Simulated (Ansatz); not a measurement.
Cd4TeSe3:
```
CELL_PARAMETERS angstrom
      4.41776     0.00000     0.00000
      0.00000     8.83636     0.00000
      0.00000     0.00000     6.21789
ATOMIC_POSITIONS crystal
  Cd 0.00000 0.23837 0.00903
  Cd 0.00000 0.76163 0.00903
  Cd 0.50000 0.00000 0.50900
  Cd 0.50000 0.50000 0.47230
  Te 0.00000 0.50000 0.75064
  Se 0.50000 0.24177 0.25029
  Se 0.50000 0.75823 0.25029
  Se 0.00000 0.00000 0.74942
```

r²SCAN (plane waves, PAW; program Ansatz) gives a gap of 0.85 eV without spin–orbit coupling, maximum at Γ, minimum at Γ.

Q: What happens when spin–orbit coupling is switched on?

A: The gap drops by 0.12 eV, to 0.73 eV; maximum at Γ, minimum at Γ.

Q: Give the electron effective mass with spin–orbit coupling.

A: 0.085 mₑ (isotropic).

Q: Give the hole effective mass with spin–orbit coupling.

A: 0.095, 0.41, 0.41 mₑ (principal values).

Space group Pmm2. The first step of the workflow began from a Materials Project structure, measured or hypothetical; the Crystallography Open Database copy checked does not list it. Whether it is the stable phase at ambient conditions was not checked. Symmetry was held in the r²SCAN relaxation; whether a distortion lowers the energy is not shown.

Potentials: the later of the program's two PAW sets.
